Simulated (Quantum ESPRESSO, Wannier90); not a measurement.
**InAs (zinc blende), plane waves to Wannier functions**

Cell from Materials Project (mp-20305), symmetrised, no further relaxation. COD (Crystallography Open Database) has an entry of this formula and space group (matched by these alone). Computed values, not measurements, from PBEsol: Quantum ESPRESSO (norm-conserving PseudoDojo potentials, cutoff 68 Ry, no spin polarisation, no spin-orbit coupling) on a Γ-centred 10×10×10 mesh, then Wannier90. Density: 10×10×10 mesh, cold smearing 0.01 Ry. Spin-orbit coupling is left out although heavy elements are present.

```
begin unit_cell_cart
ang
    0.0000000000    3.0535600000    3.0535600000
    3.0535600000    0.0000000000    3.0535600000
    3.0535600000    3.0535600000    0.0000000000
end unit_cell_cart
mp_grid = 10 10 10
```

Task: Which shells of neighbouring k-points and which b-vectors and weights does Wannier90 pick for this cell and mesh?

Result: 
```
 *---------------------------------- K-MESH ----------------------------------*
 +----------------------------------------------------------------------------+
 |                    Distance to Nearest-Neighbour Shells                    |
 |                    ------------------------------------                    |
 |          Shell             Distance (Ang^-1)          Multiplicity         |
 |          -----             -----------------          ------------         |
 |             1                   0.178198                      8            |
 |             2                   0.205766                      6            |
 |             3                   0.290997                     12            |
 |             4                   0.341224                     24            |
 |             5                   0.356397                      8            |
 |             6                   0.411532                      6            |
 |             7                   0.448456                     24            |
 |             8                   0.460107                     24            |
       ... (lines left out)
 +----------------------------------------------------------------------------+
 | The b-vectors are chosen automatically                                     |
 | The following shells are used:                       1                     |
 +----------------------------------------------------------------------------+
 |                        Shell   # Nearest-Neighbours                        |
 |                        -----   --------------------                        |
 |                          1               8                                 |
 +----------------------------------------------------------------------------+
 | Completeness relation is fully satisfied [Eq. (B1), PRB 56, 12847 (1997)]  |
 +----------------------------------------------------------------------------+
 |                  b_k Vectors (Ang^-1) and Weights (Ang^2)                  |
 |                  ----------------------------------------                  |
 |            No.         b_k(x)      b_k(y)      b_k(z)        w_b           |
 |            ---        --------------------------------     --------        |
 |             1         0.102883    0.102883   -0.102883    11.809274        |
 |             2         0.102883   -0.102883    0.102883    11.809274        |
 |             3        -0.102883    0.102883    0.102883    11.809274        |
 |             4         0.102883    0.102883    0.102883    11.809274        |
 |             5        -0.102883   -0.102883    0.102883    11.809274        |
 |             6        -0.102883    0.102883   -0.102883    11.809274        |
 |             7         0.102883   -0.102883   -0.102883    11.809274        |
 |             8        -0.102883   -0.102883   -0.102883    11.809274        |
```
